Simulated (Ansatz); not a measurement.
GaRu$_{3}$C (anti-perovskite, Pm-3m) is relaxed with PBEsol in the plane-wave PAW code Ansatz. What lattice parameters of the conventional cell result?

a = 3.977 Å.

Is it a metal or does it have a gap at this level?

No gap at this level.

The start of the workflow was typed in or built on a structure type; neither database checked (COD, Materials Project) lists it. Its standing as an ambient phase is unchecked. Symmetry was held in the PBEsol relaxation; phonons show weakly imaginary modes. The run is not spin-polarised. Scalar-relativistic: spin–orbit coupling is off unless named, which matters more the heavier the elements.

Potentials: the later of the program's two PAW sets.
